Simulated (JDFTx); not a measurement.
V(110) slab cut from bulk V (space group Im-3m, indices of the conventional cell, lattice of the Materials Project entry mp-146, not re-optimised): 6 atoms in 6 planes, a 1x1 cell of 6.29 Å² (|a| = 2.583, |b| = 2.583 Å), 10.4 Å between the outermost planes, cell height 26.5 Å, 8×8×1 k mesh, Fermi smearing 0.01 Ha, no spin polarisation. Neither spin polarisation nor a larger cell was tried.

Final geometry:
```
6
Lattice="2.583 0.000 0.000 -0.861 2.435 0.000 0.000 0.000 26.500" Properties=species:S:1:pos:R:3 pbc="T T F"
V      0.861     1.218     8.032
V      0.000     0.000    10.087
V      0.861     1.218    12.196
V      0.000     0.000    14.304
V      0.861     1.218    16.413
V      0.000     0.000    18.468
```

All numbers are PBE, GBRV ultrasoft potentials, plane waves to 20/100 Ha results from JDFTx (a modified build), not measurements. Liquid on both sides: CANDLE, water, 2 M KCl; nuclei fixed, outer atoms relaxed in vacuum. Potentials are on the SHE scale by the convention U = −μ/e − 4.44 V; references calibrated for a solvation model differ from this value. Ideal, unreconstructed faces without any overlayer. At negative charge CANDLE's numbers also depend on the cell height, by up to tenths of a volt. Convergence in thickness and k mesh wasn't tested for this slab.

```csv
U (V vs SHE),μ (eV),excess electrons per cell,"σ (μC/cm², per face)",run
-1.05,-3.39,0.283,-36.1,fixed potential
-0.65,-3.79,0.167,-21.3,fixed potential
-0.45,-3.99,0.080,-10.3,fixed potential
-0.13,-4.31,0.000,0.0,neutral
0.15,-4.59,…,…,fixed potential
0.35,-4.79,…,…,fixed potential
```

Task: Fill in the missing entries, row by row.

Result: 
- 0.15, excess electrons per cell: -0.050
- 0.15, σ (μC/cm², per face): 6.3
- 0.35, excess electrons per cell: -0.098
- 0.35, σ (μC/cm², per face): 12.5
